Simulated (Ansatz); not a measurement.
ScTaPb2O6:
```
ScTaPb2O6
1.0
    0.00000     4.06114     4.06114
    4.06114     0.00000     4.06114
    4.06114     4.06114     0.00000
Sc Ta Pb O
1 1 2 6
Direct
  0.00000   0.00000   0.00000
  0.50000   0.50000   0.50000
  0.25000   0.25000   0.25000
  0.75000   0.75000   0.75000
  0.25640   0.25640   0.74360
  0.74360   0.74360   0.25640
  0.74360   0.25640   0.25640
  0.25640   0.74360   0.74360
  0.25640   0.74360   0.25640
  0.74360   0.25640   0.74360
```

Relaxed with HSE06. Special points in fractions of this cell's reciprocal vectors: Γ (0.000, 0.000, 0.000); X (0.500, 0.000, 0.500); U (0.625, 0.250, 0.625); K (0.375, 0.375, 0.750); L (0.500, 0.500, 0.500); W (0.500, 0.250, 0.750).

### Question
List the band energies nearest the valence-band maximum at these points for HSE06 in the plane-wave PAW code Ansatz.

### Answer
In eV from the valence-band maximum; about four levels below and three above (degenerate sets whole), none deeper than 8.9 eV; points with the same levels are listed once.

| k | below | above |
|---|---|---|
| Γ | -0.99 -0.99 -0.99 -0.35 -0.35 -0.35 | 4.56 4.56 4.56 |
| X | -0.99 -0.99 -0.32 0.00 | 3.65 4.83 5.82 |
| U | -1.18 -1.09 -0.57 -0.39 | 4.21 5.40 5.50 |
| L | -1.10 -1.10 -1.06 -0.97 -0.85 | 4.28 4.61 5.90 5.90 |
| W | -0.94 -0.94 -0.60 -0.60 | 4.73 4.90 5.83 5.83 |

Space group Fm-3m. The first step of the workflow began from a Materials Project structure, measured or hypothetical; the Crystallography Open Database copy checked does not list it. Whether it is the stable phase at ambient conditions was not checked. Symmetry was held in the HSE06 relaxation; whether a distortion lowers the energy is not shown. The run is not spin-polarised. The hybrid was solved on a coarse mesh, the path and, where they were found, the r²SCAN edge points; its band edges are the extreme levels among these. Spin–orbit coupling is left out wherever it is not named.

Potentials: the later of the program's two PAW sets.
